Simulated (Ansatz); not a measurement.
# Structure relaxation, AlRu

The start is a generated cell, AlRu built in the AFLOW prototype AB_hP6_191_f_ad (B35, as in CoSn). A full variable-cell relaxation at zero pressure is run with PBEsol (plane waves to 420 eV, PAW, scalar-relativistic; Ansatz, an electronic-structure program). The first steps use a coarse 8×8×9 k-mesh.

Starting cell:
```
AlRu
1.0
    4.74685     0.00000     0.00000
   -2.37342     4.11089     0.00000
    0.00000     0.00000     3.83030
Ru Al
3 3
Direct
  0.50000   0.00000   0.00000
  0.50000   0.50000   0.00000
  0.00000   0.50000   0.00000
  0.00000   0.00000   0.00000
  0.33333   0.66667   0.50000
  0.66667   0.33333   0.50000
```

Q: By how much does the energy per atom fall from start to end?

A: 0.89 eV/atom.

Q: How does the volume per atom move from start to end?

A: +32.8 %, from 12.46 to 16.54 Å³/atom.

Q: How do the shortest distances between atoms change?

A: The closest pairs of elements (up to four, under 3.6 Å), start → end: Al–Ru 2.35 → 2.57 Å; Ru–Ru 2.37 → 2.63 Å; Al–Al 2.74 → 3.04 Å.

Q: Write out the relaxed structure.

A: 
Space group P6/mmm (No. 191); a = b = 5.260 Å, c = 4.142 Å, α = β = 90.00°, γ = 120.00°

```csv
atom,site,symmetry,x,y,z
Ru,3f,mmm,0.0000,0.5000,0.0000
Al,1a,6/mmm,0.0000,0.0000,0.0000
Al,2d,-6m2,0.3333,0.6667,0.5000
```

The space group stays P6/mmm (No. 191) (the run could not lower it); the end is AFLOW prototype AB_hP6_191_f_ad (B35, as in CoSn), with 6 atoms in the primitive cell. Final values are on a 10×10×11 k-mesh of the relaxed cell. No spin polarisation in the result. A magnetic state may lie lower.

The run could not lose the symmetry of its start: the end is stationary, and may be a saddle point rather than a minimum.

All atoms sit on sites fixed by symmetry, so only the cell could relax.

The relaxed structure here is a generated cell of AlRu: the first start was made by placing the elements on the sites of a structure type, and the end was not matched to a known phase here, so it may be hypothetical.
